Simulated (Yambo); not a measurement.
A G0W0@PBEsol run in Yambo for MgV2O6 (space group C2/m, No. 12) (4×4×2 Γ-centred k mesh, bands 4 to 141 and a 6 Ry block in the screening, 141 bands in G with the Bruneval-Gonze terminator, plasmon pole fitted at 27.2 eV) gives these matrix elements, in eV, at the band edges ((0, 0, -0.5) → (0, -0.5, 0)):

| state | E0 | <Vxc> | <Σx> | <Σc(E0)> | Z |
|---|---|---|---|---|---|
| valence edge | 0.000 | -19.614 | -24.734 | 4.456 | 0.761 |
| conduction edge | 2.539 | -22.146 | -14.869 | -5.130 | 0.763 |

### Question
Solve the linearised quasiparticle equation for both states, give the gap, and say how exchange and correlation each act on it.

### Answer
E = E0 + Z(Σx + Σc − Vxc). Valence: 0.000 + 0.761 × (-24.734 + (4.456) − (-19.614)) = -0.51 eV. Conduction: 2.539 + 0.763 × (-14.869 + (-5.130) − (-22.146)) = 4.18 eV. The gap is 4.68 eV, against 2.54 eV in PBEsol. Replacing Vxc by bare exchange alone would open it by 12.40 eV; correlation takes back 9.59 eV of that, and Z scales what is left. Convergence of the G0W0 settings was not tested. The 3d shell has no Hubbard U; the runs are without spin polarisation, and magnetic order was not tried.

Geometry of the Materials Project entry, not relaxed at this level; primitive cell a = 5.1937 Å, b = 5.1937 Å, c = 7.0555 Å, α = 105.13°, β = 105.13°, γ = 39.80°.
